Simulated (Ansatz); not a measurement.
Se:
```cif
data_Se3
_chemical_formula_sum 'Se3'
_space_group_name_H-M_alt 'P 1'
_space_group_IT_number 1
_cell_length_a 4.06475
_cell_length_b 4.06475
_cell_length_c 5.13089
_cell_angle_alpha 90.000
_cell_angle_beta 90.000
_cell_angle_gamma 120.000
loop_
_space_group_symop_operation_xyz
  'x, y, z'
loop_
_atom_site_label
_atom_site_type_symbol
_atom_site_fract_x
_atom_site_fract_y
_atom_site_fract_z
_atom_site_occupancy
Se1 Se 0.24744 0.00000 0.83333 1
Se2 Se 0.00000 0.24744 0.16667 1
Se3 Se 0.75256 0.75256 0.50000 1
```

Relaxed with PBE+D3(BJ).

Q: Which orbitals make up the states near the band edges in plane-wave PAW PBE+D3(BJ) (Ansatz code)?

A: Top 1 eV of the valence band: Se 4p 94 %. Bottom 1 eV of the conduction band: Se 4p 90 %, Se 4s 6 %. Projections are on Löwdin-orthogonalised atomic valence shells; empty p or d shells of many metals are not among them.

Q: Tabulate the density of states.

A: States/eV per cell of 3 atoms, in 0.25 eV bins, energy from the valence-band maximum.

```
E (eV)  total  Se 4p  Se 4s
------  -----  -----  -----
-7.85    0.00   0.00   0.00
-7.60    0.00   0.00   0.00
-7.35    0.00   0.00   0.00
-7.10    0.00   0.00   0.00
-6.85    0.00   0.00   0.00
-6.60    0.00   0.00   0.00
-6.35    0.10   0.10   0.00
-6.10    0.79   0.77   0.01
-5.85    1.42   1.38   0.03
-5.60    2.03   1.98   0.04
-5.35    2.50   2.43   0.05
-5.10    3.45   3.33   0.10
-4.85    2.36   2.26   0.09
-4.60    1.86   1.76   0.09
-4.35    1.49   1.39   0.09
-4.10    1.66   1.54   0.11
-3.85    2.83   2.65   0.16
-3.60    2.21   2.05   0.14
-3.35    1.39   1.28   0.09
-3.10    1.10   1.01   0.08
-2.85    1.00   0.93   0.06
-2.60    1.13   1.05   0.06
-2.35    1.90   1.78   0.10
-2.10    2.10   1.98   0.10
-1.85    3.57   3.37   0.14
-1.60    3.08   2.91   0.12
-1.35    2.50   2.36   0.10
-1.10    2.77   2.63   0.10
-0.85    2.21   2.10   0.08
-0.60    1.45   1.36   0.06
-0.35    0.85   0.79   0.05
-0.10    0.24   0.22   0.01
0.15     0.00   0.00   0.00
0.40     0.00   0.00   0.00
0.65     0.01   0.01   0.00
0.90     0.19   0.17   0.01
1.15     2.44   2.19   0.15
1.40     3.50   3.15   0.19
1.65     2.46   2.21   0.12
1.90     2.10   1.93   0.07
2.15     3.00   2.77   0.07
2.40     3.13   2.89   0.06
2.65     2.18   2.01   0.04
2.90     1.88   1.74   0.03
3.15     1.18   1.10   0.02
3.40     0.86   0.81   0.01
3.65     0.69   0.66   0.01
3.90     0.34   0.33   0.01
4.15     0.05   0.04   0.00
4.40     0.00   0.00   0.00
4.65     0.17   0.01   0.00
4.90     0.38   0.02   0.00
5.15     0.61   0.04   0.00
```

Space group P3_121 (trigonal Se type). The cell was relaxed with PBE+D3(BJ) under the symmetry of its start. Scalar-relativistic: spin–orbit coupling is off unless named, which matters more the heavier the elements.

Potentials: the earlier of the program's two PAW sets.
